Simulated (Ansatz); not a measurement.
Relax this structure to zero stress and force, keeping its symmetry:

```
Cr Cl O
1.0
     3.19008    0.00000    0.00000
     0.00000    3.86656    0.00000
     0.00000    0.00000    7.95246
Cr Cl O
2 2 2
Direct
  0.00000 0.00000 0.10604
  0.50000 0.50000 0.89396
  0.00000 0.50000 0.68142
  0.50000 0.00000 0.31858
  0.50000 0.00000 0.94782
  0.00000 0.50000 0.05218
```

Theory: DFT PBEsol, scalar-relativistic, plane waves, PAW in Ansatz.

Cutoff 420 eV; k points 12×10×6 on the computed 6-atom cell (Γ-centred); Gaussian smearing, width 0.02 eV; collinear spin from starting moments 2.64 2.64 0 0 0 0 μB.

Question: What does it relax to?

Answer: The volume rises by 0.03 Å³/atom to 16.38 Å³/atom, and the energy falls by 3.7 meV/atom. The cell ends with a moment of 6.00 μB (only this magnetic start was tried). Final structure:
```
CELL_PARAMETERS angstrom
3.16083 0.00000 0.00000
0.00000 3.83311 0.00000
0.00000 0.00000 8.11314
ATOMIC_POSITIONS crystal
Cr 0.00000 0.00000 0.10366
Cr 0.50000 0.50000 0.89634
Cl 0.00000 0.50000 0.68941
Cl 0.50000 0.00000 0.31059
O 0.50000 0.00000 0.94969
O 0.00000 0.50000 0.05031
```

Moments started parallel, and an antiferromagnetic order may lie lower. The cell holds layers, and where no dispersion correction was added their binding is poorly described.

Cost: 1 run of about 8.4 core-minutes, on Intel Xeon Platinum 8488C (Sapphire Rapids) (shared hosts).